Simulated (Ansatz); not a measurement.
Zr$_{2}$CuSb$_{3}$ in space group P-4m2 (No. 115; Cu on 1a, Zr on 2g, Sb on 1b, Sb on 2g), the program Ansatz at the PBE level (PAW), all energies at zero smearing, with the estimated change up to a 700 eV cutoff added, with one set of potentials and settings (totals compare only within such a set). Cell of 6 atoms (1 Cu, 2 Zr, 3 Sb): -34449.148 eV.

| element | reference phase | E (eV/atom) |
|---|---|---|
| Cu | Fm-3m, 1 atoms in the cell | -6625.1757 |
| Zr | P6_3/mmc, 2 atoms in the cell | -4183.8362 |
| Sb | R-3m, 2 atoms in the cell | -6484.4916 |

Formation energy per atom, worked out: (-34449.148 − 1×(-6625.1757) − 2×(-4183.8362) − 3×(-6484.4916))/6 = -0.471 eV/atom (-45 kJ per mol of atoms), at 0 K, without zero-point energy or fitted corrections.

The workflow started from an entry of the Crystallography Open Database (COD). Its standing as an ambient phase is unchecked. The PBE relaxation kept the symmetry of its start; whether a distortion lowers the energy is not shown. No spin polarisation was allowed. The references are the lowest solids computed at this level, not always the standard phases. Scalar-relativistic: spin–orbit coupling is off unless named, which matters more the heavier the elements.

Potentials: the later of the program's two PAW sets.
